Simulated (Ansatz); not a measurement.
AlNi3 (Cu3Au type)

```xyz
4
Lattice="3.5668 0.0000 0.0000 0.0000 3.5668 0.0000 0.0000 0.0000 3.5668" Properties=species:S:1:pos:R:3 pbc="T T T"
Ni     0.0000     1.7834     1.7834
Ni     1.7834     1.7834     0.0000
Ni     1.7834     0.0000     1.7834
Al     0.0000     0.0000     0.0000
```

Scan: atom 1 (Ni, nearest neighbour Ni at 2.522 Å; its periodic images, 3.6 Å or more away, move with it) is displaced along Cartesian [111], direction (0.577, 0.577, 0.577) in Cartesian axes, by s. The other atoms stay.

Calculation: PBE (plane waves to 420 eV, PAW, scalar-relativistic; Ansatz, a program for electronic structure). k mesh 11×11×11 (Γ-centred), Fermi-Dirac smearing 0.05 eV. The energy includes the smearing's −TS. With partly filled bands, energies and forces of such displacements shift with the k mesh and the smearing. AlNi3 was relaxed with its symmetry unable to fall. Relaxed AlNi3 ends ferromagnetic. Other magnetic orders were not checked, so this need not be the ground state. The zero of ΔE is the undisplaced structure. The last digit holds for this mesh only.

```csv
s (Å),ΔE (meV/cell)
-0.500,1295.1
-0.400,withheld
-0.300,415.5
-0.200,176.9
-0.100,43.0
0.000,0.0
0.100,43.0
0.200,176.9
0.300,415.5
0.400,withheld
0.500,1295.1
```

Task: Fit an even polynomial form (powers 2, 4, 6) to the given rows and predict ΔE at s = 0.400.

Result: Least squares on the 9 given rows: ΔE = (4261)·s² + (4113)·s⁴ + (-1733)·s⁶, in meV/cell with s in Å; root-mean-square residual 0.07 meV/cell. At 0.400 the fit gives 780.0 meV/cell; the calculation gives 779.2 meV/cell, so the interpolation is off by 0.8 (+0.1 %). The quadratic term alone would give 681.8 meV/cell.

(For displaced atoms, the force is minus the slope of the energy, and its curvature is a force constant, which sets phonon frequencies.)
